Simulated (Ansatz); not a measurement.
TiSe$_{2}$ (CdI2 type, P-3m1) at seven volumes, plane-wave PAW LDA (Ansatz code), shape and atoms relaxed at each. One row is withheld.

```tsv
V (Å³/atom)	P (GPa)
18.026	6.19
18.621	?
19.215	1.59
19.809	0.00
20.404	-1.20
20.998	-1.96
21.592	-2.12
```

Q: Fit the shown pressures and predict the withheld one.

A: P = (3/2)B₀(x^(7/2) − x^(5/2))[1 + (3/4)(B′ − 4)(x − 1)] with x = (V₀/V)^(2/3). Least squares on the six rows gives V₀ = 19.795 Å³/atom, B₀ = 42.3 GPa, B′ = 10.33. At V = 18.621, x = 1.0416 and P = 3.50 GPa. The run itself gave 3.65 GPa.

The LDA relaxation kept the symmetry of its start; of distortions, only those at the zone centre were tested. The run is not spin-polarised. A crystal of weakly bound layers computed without a dispersion correction: the cell and the soft elastic constants depend strongly on that.

Potentials: the later of the program's two PAW sets.
